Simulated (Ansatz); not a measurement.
An Ansatz (a program for electronic structure) run. Input:

Ansatz 0.2 input:
```yaml
crystal:
  lattice:
    - [2.9716923974, 0.0, 0.0]
    - [0.0, 2.9716923974, 0.0]
    - [0.0, 0.0, 2.9716923974]
  atoms:
    - { symbol: Al, position: [0.0, 0.0, 0.0] }
    - { symbol: Rh, position: [0.5, 0.5, 0.5] }
kpoints:
  mp_grid: { grid: [10, 10, 10] }
  band_path:
    path:
      - [[0.0, 0.0, 0.0], [0.0, 0.5, 0.0], [0.5, 0.5, 0.0], [0.0, 0.0, 0.0], [0.5, 0.5, 0.5], [0.0, 0.5, 0.0]]  # Γ-X-M-Γ-R-X
      - [[0.5, 0.5, 0.5], [0.5, 0.5, 0.0]]  # R-M
    npoints: 12
basis: { xc_grid: 2 }
hamiltonian:
  xc: pbesol
  pseudopotentials: { kind: paw }
magnetization: { noncollinear: true, spin_orbit: true }
scf:
  n_extra_bands: 12
  convergence: { dr2_threshold: 0.0000000001 }
  occupations: { method: gaussian, width: 0.05 }
output: { eigenvalues: true }
```

Output (shortened):

```
Pseudopotential: Al, paw_fr, valence charge 3
Pseudopotential: Rh, paw_fr, valence charge 17
Functional definition: PBEsol
non-collinear run that drives no moment, with spin-orbit …
Crystal: 2 atoms, lattice volume = 26.243 Å³
Basis set: ecut = 420 eV, 485 PW (Γ), exchange–correlation on 40×40×40 points (8 copies of the dense FFT grid, shifted against one another)
Bands: 32, of which v1, the nominal top of the filled ones, is band 20 counted from 1 (19 counted from 0)
Symmetry: 48 space group operations + 48 with time reversal
k-points: 56 of 1000
Projection manifold: j_resolved (fully-relativistic pseudo-atomic orbitals)
SCF iter   1: F=—  HF=-6868.176391 eV  |F-HF|=—  |Δ(HF+E_count)|=         —  Δρ=1.24e-1  dr2=4.23e0  dr2_m=0.00e0 (ungated)  ethr=3.10e-3  |M|=0.00e0 ∫|m|=0.00e0 μB  |m|>n=0.0e0 m-floor=0.0e0 τ_xc=0.0e0  β_m=0.30  ⟨swp⟩=6.4  Hψ=5346  notcnv=0  defer=52
preconditioner: auto → none
SCF iter   2: F=—  HF=-6867.438526 eV  |F-HF|=—  |Δ(HF+E_count)|=   7.38e-1  Δρ=5.80e-2  dr2=8.16e-1  dr2_m=0.00e0 (ungated)  ethr=3.10e-3  |M|=0.00e0 ∫|m|=0.00e0 μB  |m|>n=0.0e0 m-floor=0.0e0 τ_xc=0.0e0  β_m=0.41  ⟨swp⟩=2.2  Hψ=1587  notcnv=0  defer=308
SCF iter   3: F=—  HF=-6867.245696 eV  |F-HF|=—  |Δ(HF+E_count)|=   1.93e-1  Δρ=1.55e-2  dr2=3.10e-2  dr2_m=0.00e0 (ungated)  ethr=3.10e-3  |M|=0.00e0 ∫|m|=0.00e0 μB  |m|>n=0.0e0 m-floor=0.0e0 τ_xc=0.0e0  β_m=0.67  ⟨swp⟩=2.0  Hψ=1169  notcnv=0  defer=308
SCF iter   4: F=—  HF=-6867.243352 eV  |F-HF|=—  |Δ(HF+E_count)|=   2.34e-3  Δρ=1.14e-3  dr2=5.09e-4  dr2_m=0.00e0 (ungated)  ethr=1.55e-4  |M|=0.00e0 ∫|m|=0.00e0 μB  |m|>n=0.0e0 m-floor=0.0e0 τ_xc=0.0e0  β_m=0.64  ⟨swp⟩=3.0  Hψ=1579  notcnv=0  defer=308
SCF iter   5: F=—  HF=-6867.243300 eV  |F-HF|=—  |Δ(HF+E_count)|=   5.27e-5  Δρ=1.44e-4  dr2=2.68e-6  dr2_m=0.00e0 (ungated)  ethr=2.55e-6  |M|=0.00e0 ∫|m|=0.00e0 μB  |m|>n=0.0e0 m-floor=0.0e0 τ_xc=0.0e0  β_m=0.78  ⟨swp⟩=2.4  Hψ=1061  notcnv=0  defer=308
SCF iter   6: F=—  HF=-6867.243300 eV  |F-HF|=—  |Δ(HF+E_count)|=   9.08e-8  Δρ=8.52e-5  dr2=2.08e-6  dr2_m=0.00e0 (ungated)  ethr=1.34e-8  |M|=0.00e0 ∫|m|=0.00e0 μB  |m|>n=0.0e0 m-floor=0.0e0 τ_xc=0.0e0  β_m=0.80  ⟨swp⟩=2.0  Hψ=1303  notcnv=0  defer=308
SCF iter   7: F=—  HF=-6867.243300 eV  |F-HF|=—  |Δ(HF+E_count)|=   5.61e-7  Δρ=1.28e-5  dr2=4.47e-8  dr2_m=0.00e0 (ungated)  ethr=1.04e-8  |M|=0.00e0 ∫|m|=0.00e0 μB  |m|>n=0.0e0 m-floor=0.0e0 τ_xc=0.0e0  β_m=0.78  ⟨swp⟩=2.2  Hψ=1051  notcnv=0  defer=308
SCF iter   8: F=—  HF=-6867.243300 eV  |F-HF|=—  |Δ(HF+E_count)|=   6.40e-9  Δρ=1.14e-6  dr2=3.37e-10  dr2_m=0.00e0 (ungated)  ethr=2.24e-10  |M|=0.00e0 ∫|m|=0.00e0 μB  |m|>n=0.0e0 m-floor=0.0e0 τ_xc=0.0e0  β_m=0.89  ⟨swp⟩=2.5  Hψ=1152  notcnv=0  defer=308
SCF iter   9: F=-6867.243300 eV  HF=-6867.243300 eV  |F-HF|=0.00e0  |Δ(HF+E_count)|=  4.00e-11  Δρ=5.56e-8  dr2=1.55e-13  dr2_m=0.00e0 (ungated)  ethr=1.00e-12  |M|=0.00e0 ∫|m|=0.00e0 μB  |m|>n=0.0e0 m-floor=0.0e0 τ_xc=0.0e0  ⟨swp⟩=7.3  Hψ=3274  notcnv=0
SCF 1 converged in 9 iterations: F = -6867.243300 eV  dr2 = 1.55e-13
NSCF: frozen V_eff on 74 k-points
SCF converged after 9 iterations
Magnetization: |M| = 0.0000 μB,  M = (+0.0000, +0.0000, +0.0000) μB
Absolute magnetization: 0.0000 μB (∫|m|)
  site 0: m = (+0.0000, +0.0000, +0.0000) μB, |m| = 0.0000 μB  (R = 1.06 Å)
  site 1: m = (+0.0000, +0.0000, +0.0000) μB, |m| = 0.0000 μB  (R = 1.06 Å)
Free energy (F): -6867.243300 eV
Harris-Foulkes:  -6867.243300 eV  (|F-HF|=0.00e0)
Internal energy: -6867.242716 eV  (E = F + TS)
E sigma→0 (E₀):  -6867.243008 eV
Entropy (-TS):   -0.000584 eV (-0.292 meV/atom)
Fermi energy:    17.151709 eV
--- Per-component energies (eV) ---
  E_band       = -145.544388
  E_kinetic    = 603.229255
  E_local      = -2165.482101  (includes V_loc(G=0)·N_el)
  E_nonlocal   = 365.931049
  E_hartree    = 819.003366
  E_xc         = -262.674704
  E_vxc        = -310.633477  (∫ρ·V_xc dr)
  E_paw        = -3980.853630  (= ΣΔE_a)
  E_vpaw       = -276.596694  (= ΣTr[D̂ρ^β])
  E_aug_tail   = 0.000837  (compensation charges beyond the density's cutoff)
  E_ewald      = -2246.693796
  E_core_change = 0.297008  (= ΣΔE_core)
  E_smearing   = -0.000584  (= −TS)
  E_closure    =  0.000000  (closes the sum)
  Σ components = -6867.243300   (vs F -6867.243300, Δ=0.00e0)
  [band-id]    e_kinetic+e_local+e_nonlocal+2·e_hartree+e_vxc+e_vpaw+e_augmentation_tail = -145.544401   (vs E_band -145.544388, Δ=-1.30e-5)
--- Band table (eV; the first three rows and the last of 56) ---
  k-point 0: bands = ["-61.6699", "-61.6699", "-32.2845", "-32.2845", "-28.3545", "-28.3545", "-28.3545", "-28.3545", "6.2089", "6.2089", "12.0615", "12.0615", "12.0615", "12.0615", "15.3082", "15.3082", "15.3082", "15.3082", "15.5613", "15.5613", "21.9567", …
  k-point 1: bands = ["-61.6689", "-61.6689", "-32.2878", "-32.2878", "-28.3649", "-28.3649", "-28.3531", "-28.3531", "6.3991", "6.3991", "12.1209", "12.1209", "12.1257", "12.1257", "15.1220", "15.1220", "15.2171", "15.2171", "15.4826", "15.4826", "21.1617", …
  k-point 2: bands = ["-61.6662", "-61.6662", "-32.2966", "-32.2966", "-28.3919", "-28.3919", "-28.3496", "-28.3496", "6.9542", "6.9542", "12.2264", "12.2264", "12.2824", "12.2824", "14.6897", "14.6897", "14.8283", "14.8283", "15.4850", "15.4850", "19.4812", …
  k-point 55: bands = ["-61.6384", "-61.6384", "-32.3815", "-32.3815", "-28.4852", "-28.4852", "-28.4852", "-28.4852", "11.1199", "11.1199", "11.1199", "11.1199", "11.2373", "11.2373", "16.6395", "16.6395", "16.6395", "16.6395", "18.9234", "18.9234", …
```

Cost: very roughly 14 core-seconds on shared cores.

Space group Pm-3m (CsCl type). The first step of the workflow began from a Materials Project structure, measured or hypothetical; the Crystallography Open Database copy checked does not list it. With Al and Rh taken as one species the cell has the higher symmetry Im-3m, so it may be an ordered model of a mixed-site phase. Whether it is the stable phase at ambient conditions was not checked. The PBEsol relaxation kept the symmetry of its start; of distortions, only those at the zone centre were tested. The run is not spin-polarised.

Potentials: the later of the program's two PAW sets.

Ansatz is a plane-wave DFT program.
